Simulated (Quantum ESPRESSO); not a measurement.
# Moving one atom in HfGaAlO4F2

The results below are calculated, not measured. They come from pw.x of Quantum ESPRESSO 7.5, a plane-wave density functional program, with PseudoDojo standard norm-conserving files (v0.5 for PBE, v0.4.1 for LDA and PBEsol). The cells are made up: elements, strain and atom displacements were drawn at random, and nothing was relaxed. There is no spin polarisation, spin-orbit coupling or dispersion term.

The hafnium file is less sure than the others, with forces about 3 percent (worst 6) and pressure in oxides about 1.5 GPa (worst 2.7) from a second method in checks, which no rerun with the same files tests.

The cell has 10 sites of a corundum lattice. Sites 1 to 4 hold empty Hf Ga Al; sites 5 to 10 hold O O O F F O. Cell vectors in Å: (2.532, 1.478, 4.620); (-2.424, 1.458, 4.567); (0.037, -2.878, 4.574). Settings: PBE, cutoff 1143 eV, 5 x 5 x 5 k mesh shifted by half a step, Fermi-Dirac smearing of 0.025 eV.

Each run shifts the Hf atom on site 2 along x and leaves all else fixed. Site 9 is one of its nearest neighbours. E is the free energy of the cell above the lowest run shown. The last column is band 34 less band 33 at Gamma, from a band step after each run.

```
run,shift (Å),Fx on site 2 (eV/Å),Fx on site 9 (eV/Å),P (GPa),E (meV),level step at Gamma (eV)
1,-0.1385,1.482,-0.739,7.19,37.1,2.800
2,-0.1011,0.504,-0.551,7.30,0.0,2.811
3,-0.0186,-1.669,-0.261,8.03,47.8,2.808
4,0.0007,-2.187,-0.215,8.30,85.0,2.803
6,0.0432,-3.345,-0.135,9.03,202.4,2.785
7,0.0816,-4.419,-0.089,9.84,351.4,2.762
5,0.0190,?,?,?,?,?
```

A rerun of one of these cells at 1437 eV and k mesh 7 x 7 x 7 moved values by no more than 0.003 eV in the cell's energy, 0.03 GPa in stress and 0.002 eV/Å in force.

## Worked fit

A parabola through the six runs shown gives Fx on site 2 = -2.170 - 27.07 u - 5.3 u² eV/Å, with u in Å and a scatter of 0.007 eV/Å. Minus the slope, 27.07 ± 0.16 eV/Å², is this atom's force constant along x at u = 0, with its periodic images moving too. The fitted force vanishes at u = -0.081 Å, where the energy should be lowest along this line. The error is the larger of the fit's own and the change that a cubic makes, rounded up.

## Withheld run

Question: what Fx on site 2 should run 5 give?

The fit gives -2.686 eV/Å. The calculation gave -2.682 eV/Å.

```
run  shift (Å)  Fx on site 2 (eV/Å)  Fx on site 9 (eV/Å)  P (GPa)  E (meV)  level step at Gamma (eV)
  5     0.0190               -2.682               -0.177     8.60    129.5                     2.796
```